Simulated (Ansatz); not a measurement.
# How much do the gradients of MgTi2Tl2P2S10 depend on the method?

Cell: a Materials Project structure (computed, not necessarily an observed phase), taken as it stands.

Space group P-1 (No. 2); a = 6.5324, b = 7.1998, c = 9.7425 Å, α = 110.19°, β = 98.13°, γ = 90.29°.

```csv
site,Wyckoff,site symmetry,x,y,z
Mg,1a,-1,0.0000,0.0000,0.0000
Ti,2i,1,0.5010,0.2917,0.0025
Tl,2i,1,0.7046,0.7105,0.4341
P,2i,1,0.2803,0.8793,0.7387
S8,2i,1,0.1533,0.6948,0.8356
S9,2i,1,0.3564,0.5682,0.1486
S10,2i,1,0.4085,0.0790,0.1685
S12,2i,1,0.1542,0.1530,0.8353
S13,2i,1,0.7651,0.2220,0.4813
```

One atom of each set is listed.

First run. All values are calculated (Ansatz; DFT, PBE, plane waves and PAW, scalar-relativistic, collinear spin, 420 eV cutoff, Γ-centred 5×5×4 k-points, Fermi–Dirac smearing 0.05 eV), not measured. Start moments as typed (μB): 1 on each Ti, none on the rest.

| site | V_zz (10²¹ V/m²) | η | m (μB) |
| --- | --- | --- | --- |
| Mg | 2.96 | 0.20 | 0.01 |
| Ti | -5.28 | 0.80 | 0.66 |
| Tl | -8.39 | 0.72 | 0.00 |
| P | -3.02 | 0.26 | 0.02 |
| S8 | 16.15 | 0.06 | 0.00 |
| S9 | 6.15 | 0.21 | -0.02 |
| S10 | 16.66 | 0.12 | 0.00 |
| S12 | 15.96 | 0.06 | 0.00 |
| S13 | 17.25 | 0.03 | 0.01 |

Second run. The same atoms and settings, except that the functional is r2SCAN and the cutoff is 500 eV.

Q: Given the first result, estimate the second.

A: 

```json
{"site": "Mg", "V_zz": "3.03", "η": "0.17", "change of V_zz": "+0.07", "m (μB)": "0.01"}
{"site": "Ti", "V_zz": "-5.82", "η": "0.60", "change of V_zz": "-0.54", "m (μB)": "0.74"}
{"site": "Tl", "V_zz": "-8.51", "η": "0.66", "change of V_zz": "-0.12", "m (μB)": "0.00"}
{"site": "P", "V_zz": "-3.18", "η": "0.31", "change of V_zz": "-0.16", "m (μB)": "0.01"}
{"site": "S8", "V_zz": "17.03", "η": "0.06", "change of V_zz": "+0.88", "m (μB)": "0.00"}
{"site": "S9", "V_zz": "6.09", "η": "0.26", "change of V_zz": "-0.06", "m (μB)": "-0.05"}
{"site": "S10", "V_zz": "17.17", "η": "0.10", "change of V_zz": "+0.51", "m (μB)": "-0.01"}
{"site": "S12", "V_zz": "16.85", "η": "0.05", "change of V_zz": "+0.89", "m (μB)": "0.00"}
{"site": "S13", "V_zz": "17.76", "η": "0.02", "change of V_zz": "+0.51", "m (μB)": "0.00"}
```

The largest change of V_zz is on S12, from 15.96 to 16.85. In per cent, |V_zz| changes by +2 on Mg, +10 on Ti, +1 on Tl, +5 on P, -1 to +6 on S (all sites that start above 2). Where |V_zz| stays above 0.1, η moves most on Ti, from 0.80 to 0.60. The absolute magnetisation of the cell goes from 2.3 to 2.5 μB. The first run finds no gap above 0.1 eV, the second does.

Spin–orbit coupling is left out, which shifts gradients on Tl by a few per cent in wide-gap crystals, and can shift them far more where the calculated gap is small or absent, as here. All moments are parallel here, as the start or the cell imposes; many such compounds order antiparallel, where fields and spin densities carried over to other atoms largely cancel.
For the first run: With no gap above 0.1 eV, as in a metal, the gradients converge slowly in k; expect changes of a tenth or more on a denser mesh. Semilocal functionals can leave a metal where correlation in the d or f shell opens a gap in the real compound, and that would change the values at and beside Ti. The magnetic order is the one that the run reached from its start moments, not necessarily the measured one (the real compound may not order at all).
For the second run: The largest force is 0.3 eV/Å, so the atoms aren't at the calculated equilibrium and relaxing them would move these values. The program didn't check the stability of this electronic state in full, so a lower one may lie near. With a gap of 0.24 eV under a smearing of 0.05 eV the band edges are partly filled, so small gradients can hang on the smearing and the k-mesh. The magnetic order is the one that the run reached from its start moments, not necessarily the measured one.
